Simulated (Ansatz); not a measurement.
# Relaxing a structure of PbSe

The start is a generated trial cell of PbSe in the rocksalt structure type. The cell and all atomic positions are relaxed at zero pressure with PBEsol (plane waves to 420 eV, PAW, scalar-relativistic; Ansatz, an electronic-structure program). First-step values are on the input's coarse k-mesh.

Ansatz input (later rounds restart from its end on a renewed k-mesh):
Ansatz 0.2 input:
```yaml
crystal:
  lattice:
    - [0, 3.019078, 3.019078]
    - [3.019078, 0, 3.019078]
    - [3.019078, 3.019078, 0]
  atoms:
    - { symbol: Se, position: [0, 0, 0] }
    - { symbol: Pb, position: [0.5, 0.5, 0.5] }
basis: { ecutwfc: 420, ecutrho_ratio: 4, xc_grid: 2, fft_grid_basis: typed }
kpoints: { mp_grid: { grid: [7, 7, 7] } }
hamiltonian:
  xc: pbesol
  dispersion: none
  pseudopotentials: { kind: paw }
scf: { occupations: { method: fermi_dirac, width: 0.05 } }
relax: { f_tol: 0.01, max_steps: 100, cell: { stress_tol: 0.02 } }
output: { forces: true, stress: true }
```

Question: By how much does the energy per atom fall from start to end?

Answer: Under 0.01 eV/atom.

Question: How does the volume per atom move from start to end?

Answer: +3.2 %, from 27.52 to 28.39 Å³/atom.

Question: How do the shortest distances between atoms change?

Answer: The closest pairs of elements (up to four, under 3.6 Å), start → end: Pb–Se 3.02 → 3.05 Å.

Question: Is the relaxed structure metallic? Give its gap.

Answer: 0.17 eV, direct at L (no spin-orbit coupling).

Question: Write out the relaxed structure.

Answer: 
Space group Fm-3m (No. 225); a = b = c = 6.102 Å, α = β = γ = 90.00°

| atom | site | symmetry | x | y | z |
|---|---|---|---|---|---|
| Se | 4a | m-3m | 0.0000 | 0.0000 | 0.0000 |
| Pb | 4b | m-3m | 0.5000 | 0.5000 | 0.5000 |
(The calculation used a cell of 2 atoms; values per cell refer to that cell.)

The space group stays Fm-3m (No. 225) (the run could not lower it); the end is rock salt type, with 2 atoms in the primitive cell. Final values are on a 9×9×9 k-mesh of the relaxed cell. No spin polarisation in the result. Without spin-orbit coupling the bands of the heavy element are not split, so the gap can be far off.

The run could not lose the symmetry of its start.

All atoms sit on sites fixed by symmetry, so only the cell could relax.
